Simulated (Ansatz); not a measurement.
Nd2GeB: start and end of a relaxation

The guess for Nd2GeB was made by a generator: random cell by space group and Wyckoff sites (P6/mmm, No. 191). Lengths were set from tabulated atomic sizes, so they are only a guess.

start.cif

```cif
data_structure
_symmetry_space_group_name_H-M 'P6/mmm'
_symmetry_Int_Tables_number 191
_cell_length_a 5.1784
_cell_length_b 5.1784
_cell_length_c 3.7722
_cell_angle_alpha 90.000
_cell_angle_beta 90.000
_cell_angle_gamma 120.000
_cell_volume 87.60
loop_
_atom_site_label
_atom_site_type_symbol
_atom_site_symmetry_multiplicity
_atom_site_Wyckoff_symbol
_atom_site_fract_x
_atom_site_fract_y
_atom_site_fract_z
_atom_site_occupancy
Nd1 Nd 2 c 0.33333 0.66667 0.00000 1
Ge1 Ge 1 a 0.00000 0.00000 0.00000 1
B1 B 1 b 0.00000 0.00000 0.50000 1
```

Level of theory: DFT PBE, scalar-relativistic, plane waves, PAW, and for the lanthanide a 4f-in-core norm-conserving potential, in Ansatz. Cutoff 660 eV, Gaussian smearing, Γ-centred meshes. Cell and atoms relax first on a coarse mesh and then on a finer one. In between, the cell is made exact in the group found at 0.06 Å. In metals the finer mesh still leaves noise of several meV/atom or more. The steps can't lower the symmetry of their start. No spin polarisation.

end.cif

```cif
data_structure
_symmetry_space_group_name_H-M 'P6/mmm'
_symmetry_Int_Tables_number 191
_cell_length_a 5.3427
_cell_length_b 5.3427
_cell_length_c 3.9225
_cell_angle_alpha 90.000
_cell_angle_beta 90.000
_cell_angle_gamma 120.000
_cell_volume 96.96
loop_
_atom_site_label
_atom_site_type_symbol
_atom_site_symmetry_multiplicity
_atom_site_Wyckoff_symbol
_atom_site_fract_x
_atom_site_fract_y
_atom_site_fract_z
_atom_site_occupancy
Nd1 Nd 2 c 0.33333 0.66667 0.00000 1
Ge1 Ge 1 a 0.00000 0.00000 0.00000 1
B1 B 1 b 0.00000 0.00000 0.50000 1
```

The symmetry stays P6/mmm (No. 191). The volume per atom grows by 10.7 %, from 21.9 to 24.2 Å³. The shortest distance goes from 1.89 Å (Ge–B) to 1.96 Å (Ge–B).

```yaml
Volume_per_atom: 24.24 Å³
Density: 6.37 g/cm³
Energy_over_the_elements: +0.59 eV/atom
Gap_on_the_12×12×12_mesh_of_the_4-atom_cell: 0 eV (a metal)
```

Formation energies are uncorrected and refer to the elements' standard structures at the same level. It can't be a ground state, since the elements alone are lower.

The last run used Gaussian smearing of 0.10 eV. Symmetry constrained the relaxation, so the result can be a saddle point. In all, the 3 runs took 6.4 min on 1 thread of Intel(R) Xeon(R) Processor @ 2.50GHz (Skylake/Cascade Lake) (shared host). Another cell of Nd2GeB relaxed alike, in P-3m1, lies 0.71 eV/atom lower, so this cell isn't the stable form at this level.

The lanthanide is trivalent by construction, without f bands, f moments or other valences. The reference runs of the other elements, and any phases without the lanthanide, used 420 eV, which shifts energies against them by under 10 meV/atom. The lanthanide's reference is the lowest of its hcp, dhcp and fcc cells.
